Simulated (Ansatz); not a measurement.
NiBi:
```
CELL_PARAMETERS angstrom
      4.11796     0.00000     0.00000
     -2.05898     3.56626     0.00000
      0.00000     0.00000     5.24013
ATOMIC_POSITIONS crystal
  Ni 0.00000 0.00000 0.50000
  Ni 0.00000 0.00000 0.00000
  Bi 0.33333 0.66667 0.25000
  Bi 0.66667 0.33333 0.75000
```

Relaxed with r²SCAN. Special points in fractions of this cell's reciprocal vectors: Γ (0.000, 0.000, 0.000); M (0.500, 0.000, 0.000); K (0.333, 0.333, 0.000); A (0.000, 0.000, 0.500); L (0.500, 0.000, 0.500); H (0.333, 0.333, 0.500).

List the band energies nearest the Fermi level at these points for r²SCAN in the plane-wave PAW code Ansatz.

In eV from the Fermi level; about four levels below and three above (degenerate sets whole), none deeper than 8.9 eV; points with the same levels are listed once.

| k | below | above |
|---|---|---|
| Γ | -1.67 -1.67 -1.06 -1.06 | 0.15 0.80 0.80 |
| M | -1.31 -1.11 -1.05 -0.65 | 1.39 3.91 4.17 |
| K | -1.10 -1.10 -0.25 -0.25 | 0.46 0.46 3.31 |
| A | -1.77 -1.77 -1.77 -1.77 -0.23 -0.23 | 2.13 2.13 2.13 2.13 |
| L | -1.64 -1.64 -1.55 -1.55 | 0.45 0.45 1.46 1.46 |
| H | -1.15 -1.15 -1.11 -1.11 | 4.60 4.60 7.36 7.36 |

Space group P6_3/mmc (NiAs type). The first step of the workflow began from a Materials Project structure, measured or hypothetical; the Crystallography Open Database copy checked does not list it. Whether it is the stable phase at ambient conditions was not checked. The cell was relaxed with r²SCAN under the symmetry of its start; of distortions, only those at the zone centre were tested. The run is not spin-polarised. Scalar-relativistic: spin–orbit coupling is off unless named, which matters more the heavier the elements.

Potentials: the later of the program's two PAW sets.
